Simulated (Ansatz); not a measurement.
# MgCd$_{3}$, a strained cell with displaced atoms

```
Mg Cd
1.0
     6.31162    0.02207    0.05122
    -3.13670    5.52947    0.06990
     0.04145    0.08925    4.87099
Mg Cd
2 6
Direct
  0.30550 0.63417 0.27853
  0.70245 0.33918 0.78372
  0.83940 0.67129 0.25644
  0.16115 0.83842 0.77875
  0.31283 0.17420 0.25688
  0.16817 0.32615 0.73860
  0.83172 0.16379 0.25417
  0.65938 0.82930 0.74411
```

Method: m-r2SCAN, no spin polarisation; PAW, plane waves to 500 eV, 4×3×4 (shifted by 0, 0, 0.5 steps) mesh, fermi-dirac occupations (width 0.1 eV) (Ansatz 0.2.0), atoms fixed.

- Electronic structure: It is a metal, with about 1.8 states/eV a cell as the mean within 0.25 eV of the Fermi level.
- Contacts: Mg–Cd at 2.77 Å: least valence density 0.15 e/Å³ and ELF 0.10 there. Cd–Cd at 2.86 Å: least valence density 0.24 e/Å³ and ELF 0.24 there. These are pseudo-fields; inside the PAW spheres they differ from the all-electron ones.
- Charges: Bader charges in e: Mg +1.51, Cd -0.56 to -0.40. In the mean Mg gives up most and Cd takes most.
- Stress: The pressure is 0.5 GPa (compression positive), so with the atoms held at these fractions the cell is close to zero pressure; the forces are large, so a full relaxation may end otherwise. The principal stresses -1.3, 0.4, 2.3 GPa differ, so its shape would change too.
- Forces: The largest is on Mg1: 0.82 eV/Å, components (0.02, 0.67, -0.48). It makes 162° with the line to a nearest neighbour, Cd6 at 2.77 Å, pointing away from it.
- Formation energy: -0.02 eV an atom against the elements' usual phases (free molecules for gases, crystals otherwise, with no correction for O₂ or N₂), too near zero to call. Relaxing would lower it.

Origin: a strained cell with displaced atoms, so it need not be a known compound. Caveats: the k mesh is coarse if the cell is a metal; m-r2SCAN is r2SCAN with a changed spin dependence that lowers moments.
